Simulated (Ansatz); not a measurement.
HfNCl:
```cif
data_Cl6Hf6N6
_chemical_formula_sum 'Hf6 N6 Cl6'
_space_group_name_H-M_alt 'R-3m :H'
_space_group_IT_number 166
_space_group_name_Hall '-R 3 2"'
_cell_length_a 3.56864
_cell_length_b 3.56864
_cell_length_c 28.00651
_cell_angle_alpha 90.000
_cell_angle_beta 90.000
_cell_angle_gamma 120.000
loop_
_atom_site_label
_atom_site_type_symbol
_atom_site_symmetry_multiplicity
_atom_site_Wyckoff_symbol
_atom_site_fract_x
_atom_site_fract_y
_atom_site_fract_z
_atom_site_occupancy
Hf1 Hf 6 c 0.00000 0.00000 0.12023 1
N1 N 6 c 0.00000 0.00000 0.19720 1
Cl1 Cl 6 c 0.00000 0.00000 0.38916 1
```
(The calculation used a cell of 6 atoms; values per cell refer to that cell.)

Relaxed with r²SCAN+D4.

Tabulate the valence density and the electron localisation function along the shortest Hf–N contact (2.11 Å), plane-wave PAW r²SCAN+D4 (Ansatz code).



```
distance from Hf (Å)  density (e/Å³)   ELF
--------------------  --------------  ----
0.21                           29.30  0.80
0.32                           23.04  0.83
0.42                           16.43  0.84
0.53                           10.64  0.82
0.63                            6.30  0.75
0.74                            3.47  0.60
0.84                            1.87  0.40
0.95                            1.09  0.26
1.05                            0.79  0.25
1.16                            0.76  0.41
1.26                            0.90  0.65
1.37                            1.17  0.79
1.48                            1.61  0.83
1.58                            2.22  0.80
1.69                            2.91  0.69
1.79                            3.42  0.47
1.90                            3.61  0.20
```

The density is the valence pseudo-density with augmentation charge, so density and ELF within about 1 Å of a nucleus are not all-electron values.

The first step of the workflow began from a Materials Project structure, measured or hypothetical; the Crystallography Open Database copy checked does not list it. Whether it is the stable phase at ambient conditions was not checked. The cell was relaxed with r²SCAN+D4 under the symmetry of its start; whether a distortion lowers the energy is not shown. The run is not spin-polarised. Spin–orbit coupling is left out wherever it is not named.

Potentials: the later of the program's two PAW sets.
